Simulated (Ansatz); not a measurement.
SiB2Mo2:
```cif
data_B4Mo4Si2
_chemical_formula_sum 'Si2 Mo4 B4'
_space_group_name_H-M_alt 'Cmmm'
_space_group_IT_number 65
_space_group_name_Hall '-C 2 2'
_cell_length_a 3.04527
_cell_length_b 11.08339
_cell_length_c 3.11336
_cell_angle_alpha 90.000
_cell_angle_beta 90.000
_cell_angle_gamma 90.000
loop_
_space_group_symop_operation_xyz
  'x, y, z'
  '-x, -y, -z'
  '-x, -y, z'
  'x, y, -z'
  'x, -y, -z'
  '-x, y, z'
  '-x, y, -z'
  'x, -y, z'
  'x+1/2, y+1/2, z'
  '-x+1/2, -y+1/2, -z'
  '-x+1/2, -y+1/2, z'
  'x+1/2, y+1/2, -z'
  'x+1/2, -y+1/2, -z'
  '-x+1/2, y+1/2, z'
  '-x+1/2, y+1/2, -z'
  'x+1/2, -y+1/2, z'
loop_
_atom_site_label
_atom_site_type_symbol
_atom_site_symmetry_multiplicity
_atom_site_Wyckoff_symbol
_atom_site_fract_x
_atom_site_fract_y
_atom_site_fract_z
_atom_site_occupancy
Si1 Si 2 a 0.00000 0.00000 0.00000 1
Mo1 Mo 4 j 0.50000 0.13657 0.50000 1
B1 B 4 i 0.00000 0.20687 0.00000 1
```
(The calculation used a cell of 5 atoms; values per cell refer to that cell.)

Relaxed at zero pressure with the program Ansatz at the PBEsol level (PAW).

The volume is raised by 9 % and shape and atoms relax at that volume. What pressure results, and how do the axes share the change?

-19.3 GPa; a 2.3 %, b 3.7 %, c 2.7 %; the energy rises by 62 meV/atom.

Give the new structure.


Space group Cmmm (No. 65); a = 3.1162 Å, b = 11.4951 Å, c = 3.1975 Å, α = β = γ = 90.00°

| atom | site | symmetry | x | y | z |
|---|---|---|---|---|---|
| Si | 2a | mmm | 0.0000 | 0.0000 | 0.0000 |
| Mo | 4j | m2m | 0.5000 | 0.1386 | 0.5000 |
| B | 4i | m2m | 0.0000 | 0.2092 | 0.0000 |

The phase is kept; no other phase was compared at this pressure.

The start of the workflow was typed in or built on a structure type; neither database checked (COD, Materials Project) lists it. Its standing as an ambient phase is unchecked. Symmetry was held in the PBEsol relaxation; whether a distortion lowers the energy is not shown. The run is not spin-polarised.

Potentials: the later of the program's two PAW sets.
